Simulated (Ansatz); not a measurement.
Re (hcp, Mg type)

```xyz
2
Lattice="2.7752 0.0000 0.0000 -1.3876 2.4034 0.0000 0.0000 0.0000 4.4830" Properties=species:S:1:pos:R:3 pbc="T T T"
Re     0.0000     1.6023     3.3623
Re     1.3876     0.8011     1.1208
```

The slice is a (-1 1 0 2) plane (indices of the conventional cell) through the point (0.667, 0.333, 0.250) (fractional), spanned by u = [110] and v = [1 -1 1] in vectors of this cell: u (2.78 Å) and v (6.57 Å, at 90° to u). It covers one period; positions are fractions (u, v).

Method: PBE (plane waves to 420 eV, PAW, scalar-relativistic; Ansatz, a quantum-chemistry and plane-wave program). k mesh 19×19×11. These are valence fields of a PAW run, semicore shells included where kept as valence: close to a nucleus they are smooth pseudo fields. Re is run without spin polarisation. Re was relaxed with its symmetry unable to fall. Spin-orbit coupling is left out, though Re is heavy. The PAW data are Ansatz's earlier set.

Three fields on this plane, each scaled to ten steps between its own extremes (0 low, 9 high; the total valence density on a logarithmic scale, the potential cut 8 eV below its top; x marks points blanked near nuclei; v = 0 in the bottom row):

Map A
```
|xxxxx656xxxx|
|xxxx95459xxx|
|xxxx53235xxx|
|xx853111358x|
|665310001356|
|554210001245|
|664310001346|
|x97532123579|
|xxx8532358xx|
|xxxx74347xxx|
|xxxx85458xxx|
|xxxx85458xxx|
|xxxx74347xxx|
|xxx8543458xx|
|x98644444689|
|555444444455|
|233455655433|
|112457775421|
|001357875310|
|001357775310|
|001346664310|
|222345554322|
|554444444445|
|xx865434568x|
|xxxx64446xxx|
|xxxx95459xxx|
|xxxxx656xxxx|
|xxxxx757xxxx|
```

Map B
```
|xxxxx030xxxx|
|xxxx02520xxx|
|xxxx05750xxx|
|xx005898500x|
|003589998530|
|345789998754|
|013578987531|
|x00157875100|
|xxx0267620xx|
|xxxx04640xxx|
|xxxx03630xxx|
|xxxx03630xxx|
|xxxx04640xxx|
|xxx0156510xx|
|x00145654100|
|113444444431|
|666531113566|
|987410001478|
|997400000479|
|997410001479|
|987531013578|
|776654445667|
|013566666531|
|xx004676400x|
|xxxx05750xxx|
|xxxx02520xxx|
|xxxxx030xxxx|
|xxxxx030xxxx|
```

Map C
```
|xxxxx373xxxx|
|xxxx13731xxx|
|xxxx04640xxx|
|xx101343101x|
|433333233333|
|877642224677|
|334443234443|
|x11134443111|
|xxx1257521xx|
|xxxx25852xxx|
|xxxx15751xxx|
|xxxx14741xxx|
|xxxx14641xxx|
|xxx1256521xx|
|x22356565322|
|235665456653|
|456643234665|
|444322222344|
|222222222222|
|222222222222|
|234443334443|
|235776667753|
|003689898630|
|xx126999621x|
|xxxx26862xxx|
|xxxx13631xxx|
|xxxxx262xxxx|
|xxxxx373xxxx|
```

**Question.** Assign the maps to these fields: electron localisation function (ELF); valence electron density; electrostatic potential energy of an electron, from the cell's mean.

**Answer.** A is the valence electron density; B is the electrostatic potential energy of an electron, from the cell's mean; C is the electron localisation function (ELF).
